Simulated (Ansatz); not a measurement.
Geometry optimisation in Ansatz: input, command and trajectory.

```yaml
crystal:
  lattice:
    - [5.9579117057, 0.0, 0.0]
    - [0.0, 8.3999071719, 0.0]
    - [0.0, 0.0, 5.9827708105]
  atoms:
    - { symbol: Zr, position: [0.0, 0.0, 0.0] }
    - { symbol: Zr, position: [0.0, 0.5, 0.0] }
    - { symbol: Zr, position: [0.5, 0.0, 0.5] }
    - { symbol: Zr, position: [0.5, 0.5, 0.5] }
    - { symbol: Pb, position: [0.4656101535, 0.25, 0.0156534174] }
    - { symbol: Pb, position: [-0.0343898465, 0.25, 0.4843465826] }
    - { symbol: Pb, position: [1.0343898465, 0.75, 0.5156534174] }
    - { symbol: Pb, position: [0.5343898465, 0.75, 0.9843465826] }
    - { symbol: O, position: [-0.0183977634, 0.75, 0.061571654] }
    - { symbol: O, position: [0.2693926468, 0.0374689964, 0.2302787931] }
    - { symbol: O, position: [0.2693926468, 0.4625310036, 0.2302787931] }
    - { symbol: O, position: [0.7693926468, 0.0374689964, 0.2697212069] }
    - { symbol: O, position: [0.7693926468, 0.4625310036, 0.2697212069] }
    - { symbol: O, position: [0.4816022366, 0.75, 0.438428346] }
    - { symbol: O, position: [0.5183977634, 0.25, 0.561571654] }
    - { symbol: O, position: [0.2306073532, 0.5374689964, 0.7302787931] }
    - { symbol: O, position: [0.2306073532, 0.9625310036, 0.7302787931] }
    - { symbol: O, position: [0.7306073532, 0.5374689964, 0.7697212069] }
    - { symbol: O, position: [0.7306073532, 0.9625310036, 0.7697212069] }
    - { symbol: O, position: [1.0183977634, 0.25, 0.938428346] }
basis:
  ecutwfc: 500
kpoints:
  mp_grid: { grid: [4, 4, 4] }
hamiltonian:
  xc: r2scan
scf:
  occupations: { method: gaussian, width: 0.02 }
output:
  forces: true
  stress: true
  eigenvalues: true
relax:
  adjacent_minimum: "off"
  f_tol: 0.01
  max_steps: 30
  cell: { stress_tol: 0.1, fix: [volume] }
```

```bash
ansatz run input.yaml --threads 4 --pin off --max-ram 10240MiB --backend cpu --events-out ev --progress --plain --runs-dir out
```

The calculation used DFT r2SCAN, scalar-relativistic, plane waves, PAW (Ansatz).

The volume is held at 1.06 times that of the relaxed cell.

Of 9 frames 8 are shown, positions in Å and forces in eV/Å; the SCF threshold varies from step to step. Steps run on the plane waves of an earlier cell, with a Pulay correction in the pressure. The basis is chosen afresh for the last frame, the zero of the energies, and at times for earlier ones too; energy and pressure can step there, also at an unchanged geometry. Where two frames share a geometry here, they differ by under 2 meV/atom and 0.3 GPa.

```xyz
20
Lattice="5.9579 0.0000 0.0000 0.0000 8.3999 0.0000 0.0000 0.0000 5.9828" Properties=species:S:1:pos:R:3:forces:R:3 pbc="T T T" step=1 free_energy_over_end_meV_per_atom=2.58 pressure_GPa=-7.16
Zr    0.0000    0.0000    0.0000    0.0000    0.0000    0.0000
Zr    0.0000    4.2000    0.0000    0.0000    0.0000    0.0000
Zr    2.9790    0.0000    2.9914    0.0000    0.0000    0.0000
Zr    2.9790    4.2000    2.9914    0.0000    0.0000    0.0000
Pb    2.7741    2.1000    0.0937   -0.1140    0.0000    0.0696
Pb   -0.2049    2.1000    2.8977   -0.1140    0.0000   -0.0696
Pb    6.1628    6.2999    3.0850    0.1140    0.0000    0.0696
Pb    3.1838    6.2999    5.8891    0.1140    0.0000   -0.0696
O    -0.1096    6.2999    0.3684   -0.0009    0.0000   -0.0662
O     1.6050    0.3147    1.3777    0.0030   -0.0147   -0.0091
O     1.6050    3.8852    1.3777    0.0030    0.0147   -0.0091
O     4.5840    0.3147    1.6137    0.0030   -0.0147    0.0091
O     4.5840    3.8852    1.6137    0.0030    0.0147    0.0091
O     2.8693    6.2999    2.6230   -0.0009    0.0000    0.0662
O     3.0886    2.1000    3.3598    0.0009    0.0000   -0.0662
O     1.3739    4.5147    4.3691   -0.0030   -0.0147   -0.0091
O     1.3739    8.0852    4.3691   -0.0030    0.0147   -0.0091
O     4.3529    4.5147    4.6051   -0.0030   -0.0147    0.0091
O     4.3529    8.0852    4.6051   -0.0030    0.0147    0.0091
O     6.0675    2.1000    5.6144    0.0009    0.0000    0.0662
20
Lattice="5.9840 0.0000 0.0000 0.0000 8.3996 0.0000 0.0000 0.0000 5.9569" Properties=species:S:1:pos:R:3:forces:R:3 pbc="T T T" step=2 free_energy_over_end_meV_per_atom=1.65 pressure_GPa=-6.39
Zr    0.0000    0.0000    0.0000    0.0000    0.0000    0.0000
Zr    0.0000    4.1998    0.0000    0.0000    0.0000    0.0000
Zr    2.9920    0.0000    2.9784    0.0000    0.0000    0.0000
Zr    2.9920    4.1998    2.9784    0.0000    0.0000    0.0000
Pb    2.7201    2.0999    0.1155   -0.0197    0.0000   -0.0237
Pb   -0.2719    2.0999    2.8629   -0.0197    0.0000    0.0237
Pb    6.2559    6.2997    3.0940    0.0197    0.0000   -0.0237
Pb    3.2639    6.2997    5.8413    0.0197    0.0000    0.0237
O    -0.0970    6.2997    0.3532   -0.1329    0.0000   -0.1263
O     1.6001    0.3005    1.3810   -0.0075    0.0319   -0.0128
O     1.6001    3.8993    1.3810   -0.0075   -0.0319   -0.0128
O     4.5921    0.3005    1.5974   -0.0075    0.0319    0.0128
O     4.5921    3.8993    1.5974   -0.0075   -0.0319    0.0128
O     2.8950    6.2997    2.6252   -0.1329    0.0000    0.1263
O     3.0891    2.0999    3.3316    0.1329    0.0000   -0.1263
O     1.3919    4.5004    4.3595    0.0075    0.0319   -0.0128
O     1.3919    8.0991    4.3595    0.0075   -0.0319   -0.0128
O     4.3839    4.5004    4.5758    0.0075    0.0319    0.0128
O     4.3839    8.0991    4.5758    0.0075   -0.0319    0.0128
O     6.0811    2.0999    5.6037    0.1329    0.0000    0.1263
20
Lattice="5.9796 0.0000 0.0000 0.0000 8.4022 0.0000 0.0000 0.0000 5.9594" Properties=species:S:1:pos:R:3:forces:R:3 pbc="T T T" step=3 free_energy_over_end_meV_per_atom=0.91 pressure_GPa=-6.12
Zr    0.0000    0.0000    0.0000    0.0000    0.0000    0.0000
Zr    0.0000    4.2011    0.0000    0.0000    0.0000    0.0000
Zr    2.9898    0.0000    2.9797    0.0000    0.0000    0.0000
Zr    2.9898    4.2011    2.9797    0.0000    0.0000    0.0000
Pb    2.7002    2.1006    0.1155   -0.0133    0.0000    0.0104
Pb   -0.2896    2.1006    2.8642   -0.0133    0.0000   -0.0104
Pb    6.2692    6.3017    3.0952    0.0133    0.0000    0.0104
Pb    3.2794    6.3017    5.8439    0.0133    0.0000   -0.0104
O    -0.1095    6.3017    0.3341   -0.1113    0.0000   -0.0595
O     1.5964    0.2998    1.3833    0.0095   -0.0032    0.0000
O     1.5964    3.9013    1.3833    0.0095    0.0032    0.0000
O     4.5862    0.2998    1.5965    0.0095   -0.0032    0.0000
O     4.5862    3.9013    1.5965    0.0095    0.0032    0.0000
O     2.8803    6.3017    2.6456   -0.1113    0.0000    0.0595
O     3.0993    2.1006    3.3138    0.1113    0.0000   -0.0595
O     1.3934    4.5009    4.3630   -0.0095   -0.0032    0.0000
O     1.3934    8.1025    4.3630   -0.0095    0.0032    0.0000
O     4.3832    4.5009    4.5762   -0.0095   -0.0032    0.0000
O     4.3832    8.1025    4.5762   -0.0095    0.0032    0.0000
O     6.0891    2.1006    5.6253    0.1113    0.0000    0.0595
20
Lattice="5.9682 0.0000 0.0000 0.0000 8.4058 0.0000 0.0000 0.0000 5.9682" Properties=species:S:1:pos:R:3:forces:R:3 pbc="T T T" step=4 free_energy_over_end_meV_per_atom=0.26 pressure_GPa=-5.23
Zr    0.0000    0.0000    0.0000    0.0000    0.0000    0.0000
Zr    0.0000    4.2029    0.0000    0.0000    0.0000    0.0000
Zr    2.9841    0.0000    2.9841    0.0000    0.0000    0.0000
Zr    2.9841    4.2029    2.9841    0.0000    0.0000    0.0000
Pb    2.6514    2.1015    0.1389    0.0407    0.0000   -0.0109
Pb   -0.3327    2.1015    2.8452    0.0407    0.0000    0.0109
Pb    6.3010    6.3044    3.1230   -0.0407    0.0000   -0.0109
Pb    3.3168    6.3044    5.8293   -0.0407    0.0000    0.0109
O    -0.1530    6.3044    0.2900    0.0176    0.0000    0.0152
O     1.5880    0.2886    1.3913    0.0356   -0.0338    0.0265
O     1.5880    3.9143    1.3913    0.0356    0.0338    0.0265
O     4.5721    0.2886    1.5928    0.0356   -0.0338   -0.0265
O     4.5721    3.9143    1.5928    0.0356    0.0338   -0.0265
O     2.8311    6.3044    2.6941    0.0176    0.0000   -0.0152
O     3.1371    2.1015    3.2741   -0.0176    0.0000    0.0152
O     1.3961    4.4915    4.3755   -0.0356   -0.0338    0.0265
O     1.3961    8.1172    4.3755   -0.0356    0.0338    0.0265
O     4.3803    4.4915    4.5769   -0.0356   -0.0338   -0.0265
O     4.3803    8.1172    4.5769   -0.0356    0.0338   -0.0265
O     6.1212    2.1015    5.6782   -0.0176    0.0000   -0.0152
20
Lattice="5.9636 0.0000 0.0000 0.0000 8.4210 0.0000 0.0000 0.0000 5.9621" Properties=species:S:1:pos:R:3:forces:R:3 pbc="T T T" step=5 free_energy_over_end_meV_per_atom=0.14 pressure_GPa=-5.25
Zr    0.0000    0.0000    0.0000    0.0000    0.0000    0.0000
Zr    0.0000    4.2105    0.0000    0.0000    0.0000    0.0000
Zr    2.9818    0.0000    2.9811    0.0000    0.0000    0.0000
Zr    2.9818    4.2105    2.9811    0.0000    0.0000    0.0000
Pb    2.6529    2.1052    0.1358    0.0137    0.0000   -0.0008
Pb   -0.3289    2.1052    2.8452    0.0137    0.0000    0.0008
Pb    6.2925    6.3157    3.1169   -0.0137    0.0000   -0.0008
Pb    3.3107    6.3157    5.8263   -0.0137    0.0000    0.0008
O    -0.1513    6.3157    0.2804    0.0050    0.0000    0.0199
O     1.5919    0.2795    1.3876    0.0244   -0.0092   -0.0003
O     1.5919    3.9310    1.3876    0.0244    0.0092   -0.0003
O     4.5737    0.2795    1.5935    0.0244   -0.0092    0.0003
O     4.5737    3.9310    1.5935    0.0244    0.0092    0.0003
O     2.8305    6.3157    2.7007    0.0050    0.0000   -0.0199
O     3.1331    2.1052    3.2614   -0.0050    0.0000    0.0199
O     1.3899    4.4899    4.3686   -0.0244   -0.0092   -0.0003
O     1.3899    8.1415    4.3686   -0.0244    0.0092   -0.0003
O     4.3717    4.4899    4.5745   -0.0244   -0.0092    0.0003
O     4.3717    8.1415    4.5745   -0.0244    0.0092    0.0003
O     6.1149    2.1052    5.6817   -0.0050    0.0000   -0.0199
20
Lattice="5.9762 0.0000 0.0000 0.0000 8.4166 0.0000 0.0000 0.0000 5.9527" Properties=species:S:1:pos:R:3:forces:R:3 pbc="T T T" step=6 free_energy_over_end_meV_per_atom=0.05 pressure_GPa=-5.44
Zr    0.0000    0.0000    0.0000    0.0000    0.0000    0.0000
Zr    0.0000    4.2083    0.0000    0.0000    0.0000    0.0000
Zr    2.9881    0.0000    2.9763    0.0000    0.0000    0.0000
Zr    2.9881    4.2083    2.9763    0.0000    0.0000    0.0000
Pb    2.6683    2.1041    0.1287   -0.0161    0.0000    0.0018
Pb   -0.3198    2.1041    2.8477   -0.0161    0.0000   -0.0018
Pb    6.2959    6.3124    3.1050    0.0161    0.0000    0.0018
Pb    3.3079    6.3124    5.8240    0.0161    0.0000   -0.0018
O    -0.1497    6.3124    0.2874    0.0042    0.0000    0.0053
O     1.6011    0.2790    1.3799    0.0126   -0.0023   -0.0037
O     1.6011    3.9293    1.3799    0.0126    0.0023   -0.0037
O     4.5892    0.2790    1.5965    0.0126   -0.0023    0.0037
O     4.5892    3.9293    1.5965    0.0126    0.0023    0.0037
O     2.8384    6.3124    2.6890    0.0042    0.0000   -0.0053
O     3.1378    2.1041    3.2637   -0.0042    0.0000    0.0053
O     1.3870    4.4872    4.3562   -0.0126   -0.0023   -0.0037
O     1.3870    8.1376    4.3562   -0.0126    0.0023   -0.0037
O     4.3751    4.4872    4.5728   -0.0126   -0.0023    0.0037
O     4.3751    8.1376    4.5728   -0.0126    0.0023    0.0037
O     6.1258    2.1041    5.6653   -0.0042    0.0000   -0.0053
20
Lattice="5.9709 0.0000 0.0000 0.0000 8.4179 0.0000 0.0000 0.0000 5.9570" Properties=species:S:1:pos:R:3:forces:R:3 pbc="T T T" step=7 free_energy_over_end_meV_per_atom=0.01 pressure_GPa=-5.37
Zr    0.0000    0.0000    0.0000    0.0000    0.0000    0.0000
Zr    0.0000    4.2089    0.0000    0.0000    0.0000    0.0000
Zr    2.9855    0.0000    2.9785    0.0000    0.0000    0.0000
Zr    2.9855    4.2089    2.9785    0.0000    0.0000    0.0000
Pb    2.6604    2.1045    0.1211    0.0125    0.0000   -0.0013
Pb   -0.3250    2.1045    2.8574    0.0125    0.0000    0.0013
Pb    6.2960    6.3134    3.0996   -0.0125    0.0000   -0.0013
Pb    3.3105    6.3134    5.8359   -0.0125    0.0000    0.0013
O    -0.1491    6.3134    0.2831   -0.0034    0.0000   -0.0063
O     1.6154    0.2706    1.3659   -0.0065   -0.0005    0.0033
O     1.6154    3.9384    1.3659   -0.0065    0.0005    0.0033
O     4.6008    0.2706    1.6126   -0.0065   -0.0005   -0.0033
O     4.6008    3.9384    1.6126   -0.0065    0.0005   -0.0033
O     2.8363    6.3134    2.6954   -0.0034    0.0000    0.0063
O     3.1346    2.1045    3.2615    0.0034    0.0000   -0.0063
O     1.3701    4.4795    4.3444    0.0065   -0.0005    0.0033
O     1.3701    8.1473    4.3444    0.0065    0.0005    0.0033
O     4.3556    4.4795    4.5911    0.0065   -0.0005   -0.0033
O     4.3556    8.1473    4.5911    0.0065    0.0005   -0.0033
O     6.1201    2.1045    5.6739    0.0034    0.0000    0.0063
20
Lattice="5.9703 0.0000 0.0000 0.0000 8.4202 0.0000 0.0000 0.0000 5.9560" Properties=species:S:1:pos:R:3:forces:R:3 pbc="T T T" step=9 free_energy_over_end_meV_per_atom=0.00 pressure_GPa=-5.39
Zr    0.0000    0.0000    0.0000    0.0000    0.0000    0.0000
Zr    0.0000    4.2101    0.0000    0.0000    0.0000    0.0000
Zr    2.9851    0.0000    2.9780    0.0000    0.0000    0.0000
Zr    2.9851    4.2101    2.9780    0.0000    0.0000    0.0000
Pb    2.6629    2.1050    0.1235    0.0003    0.0000    0.0001
Pb   -0.3222    2.1050    2.8545    0.0003    0.0000   -0.0001
Pb    6.2925    6.3151    3.1015   -0.0003    0.0000    0.0001
Pb    3.3074    6.3151    5.8325   -0.0003    0.0000   -0.0001
O    -0.1495    6.3151    0.2823   -0.0003    0.0000   -0.0002
O     1.6120    0.2719    1.3689   -0.0005    0.0003    0.0003
O     1.6120    3.9382    1.3689   -0.0005   -0.0003    0.0003
O     4.5971    0.2719    1.6091   -0.0005    0.0003   -0.0003
O     4.5971    3.9382    1.6091   -0.0005   -0.0003   -0.0003
O     2.8356    6.3151    2.6957   -0.0003    0.0000    0.0002
O     3.1347    2.1050    3.2603    0.0003    0.0000   -0.0002
O     1.3732    4.4820    4.3469    0.0005    0.0003    0.0003
O     1.3732    8.1483    4.3469    0.0005   -0.0003    0.0003
O     4.3583    4.4820    4.5871    0.0005    0.0003   -0.0003
O     4.3583    8.1483    4.5871    0.0005   -0.0003   -0.0003
O     6.1198    2.1050    5.6737    0.0003    0.0000    0.0002
```

The run took 4 min on 4 threads of Oxide Virtual Turin-like Processor (Zen 5), with other jobs on the host, peak memory 2.2 GiB.

Spin–orbit coupling is left out, which can shift energies with elements as heavy as these.